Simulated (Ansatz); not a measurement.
Elastic constants of HfN at 11 GPa (stress–strain coefficients): input and output

Theory: Ansatz, DFT PBE, scalar-relativistic, plane waves, PAW.

Launched with:
```bash
ansatz run input.yaml --threads 1 --pin off --max-ram 3072MiB --backend cpu --events-out ev --progress --plain --runs-dir out
```

Input (bare energies are in eV):
```yaml
crystal:
  lattice:
    - [0.0, 2.2452822811, 2.2452822811]
    - [2.2452822811, 0.0, 2.2452822811]
    - [2.2452822811, 2.2452822811, 0.0]
  atoms:
    - { symbol: Hf, position: [0.0, 0.0, 0.0] }
    - { symbol: "N", position: [0.5, 0.5, 0.5] }
basis:
  ecutwfc: 420
kpoints:
  mp_grid: { grid: [16, 16, 16] }
hamiltonian:
  xc: pbe
scf:
  occupations: { method: fermi_dirac, width: 0.15 }
output:
  forces: true
  stress: true
  eigenvalues: true
elastic:
  mode: relaxed_ion
  amplitude: 0.005
```

From the output:
```
--- Elastic constants: 2 strain directions × 4 members + reference (group order 48) ---
  dense FFT box of the reference and of every strained cell: 24×24×24
  strains applied: 11, 23; error gains: componentwise 1.00 (the most a stress slope's error grows in a printed constant), spectral 1.73 (1 for all six strains in a standard setting)
  C = ∂σ_k/∂η_j (tension-positive GPa; Voigt order 11 22 33 23 13 12):
       678.285    123.404    123.404      0.000      0.000     -0.000
       123.404    678.285    123.404      0.000     -0.000     -0.000
       123.404    123.404    678.285     -0.000     -0.000      0.000
        -0.000      0.000      0.000    124.754     -0.000      0.000
        -0.000     -0.000      0.000      0.000    124.754      0.000
        -0.000      0.000     -0.000      0.000     -0.000    124.754
  reference stress σ⁰ (GPa):    -10.999    -10.999    -10.999      0.000      0.000      0.000
  C* (energy form; C + prestress term) asymmetry max|C*_kj − C*_jk| = 2.842e-14 GPa — a small one proves nothing (zero by symmetry where the batch's group is 432, −43m or m−3m); a large one is finite-difference/SCF noise where every solve ...
  moduli (Voigt/Reuss/Hill, GPa): K = 308.36/308.36/308.36   G = 185.83/159.97/172.90   E = 437.02   ν = 0.264
  mechanically stable: yes (min eigenvalue of sym C = 124.75 GPa)
  strain η (Voigt 11):  stress-route row diagonal C_11 = 678.28 GPa, energy-path curvature d²(F+E_count+ΔE)/dδ²/Ω₀ = 678.27 GPa
    cells at ±δ against ±2δ: C11 678.57 and 679.45 GPa, apart by 0.13 % of the column's largest entry
         δ    σ_11 (GPa) F (eV) n_scf n_hpsi n_pw
    -1.000e-2     -18.1768      -16108.6613171      11  175892    452   relax 0 steps, max|allowed force component| 2.27e-30 eV/Å
    -5.000e-3     -14.4872      -16108.6728524       5  127227    452   relax 0 steps, max|allowed force component| 4.34e-29 eV/Å
     5.000e-3      -7.7014      -16108.6884412       5  131649    459   relax 0 steps, max|allowed force component| 1.48e-30 eV/Å
     1.000e-2      -4.5879      -16108.6927642       9  154370    459   relax 0 steps, max|allowed force component| 1.18e-29 eV/Å
  strain η (Voigt 23):  stress-route row diagonal C_44 = 124.75 GPa, energy-path curvature d²(F+E_count+ΔE)/dδ²/Ω₀ = 130.21 GPa
    cells at ±δ against ±2δ: C44 124.77 and 124.83 GPa, apart by 0.05 % of the column's largest entry
         δ    σ_23 (GPa) F (eV) n_scf n_hpsi n_pw
    -1.000e-2      -1.2483      -16108.6809276       9  277837    456   relax 0 steps, max|allowed force component| 1.74e-29 eV/Å
    -5.000e-3      -0.6239      -16108.6816131       4  214425    459   relax 0 steps, max|allowed force component| 1.58e-30 eV/Å
     5.000e-3       0.6239      -16108.6816131       4  211326    459   relax 0 steps, max|allowed force component| 1.42e-29 eV/Å
     1.000e-2       1.2483      -16108.6809276       8  253724    456   relax 0 steps, max|allowed force component| 5.82e-30 eV/Å
```

It took 67 s on 1 thread of Intel(R) Xeon(R) Platinum 8488C (Sapphire Rapids), on a shared host, peak memory 0.61 GiB.

In a metal, frequencies and elastic constants depend on the k mesh and the smearing, soft modes and shear constants most. Spin–orbit coupling is left out, which can shift energies with elements as heavy as these.